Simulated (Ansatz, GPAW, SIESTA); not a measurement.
## Ge3Pd: programs and potentials compared

```xyz
4
Lattice="4.1420 0.0000 0.0000 0.0000 4.1420 0.0000 0.0000 0.0000 4.1420" Properties=species:S:1:pos:R:3 pbc="T T T"
Pd    0.0000    0.0000    0.0000
Ge    2.0710    2.0710    0.0000
Ge    2.0710    0.0000    2.0710
Ge    0.0000    2.0710    2.0710
```

The cell comes from a database or a generator and needn't be the stable form of this composition.

Alike in all runs: task band structure; functional PBEsol; k mesh 7 × 7 × 7; occupations fermi-dirac, width 0.05 eV; no spin polarisation; no spin-orbit coupling. Pressure is positive in compression and, in plane waves, holds the error of the finite cutoff, which Ansatz's Pulay term estimates and takes out.

```tsv
program and potentials	plane-wave cutoff (eV)	notes	pressure (GPa)
Ansatz, Ansatz PAW	420	potentials made for PBE, which Ansatz adapts in part; 15 valence electrons an atom on average; Pulay term of +0.03 GPa included	-4.72
SIESTA, files PseudoDojo sr-pbesol-0.4.1-standard, DZP (energy shift 0.003 Ry; two zetas on semicore shells)	-	atomic basis; 15 valence electrons an atom on average	-3.18
GPAW, PAW data sets generated for this functional	600	7 valence electrons an atom on average	-4.80
Ansatz, all-electron LAPW, scalar-relativistic	-	-	?
```

Problem. Estimate from the other rows what the run with Ansatz, all-electron LAPW, scalar-relativistic gave.

Solution. Pressure -4.69 GPa. The other rows, which needn't bracket it: pressure -4.80 to -3.18.
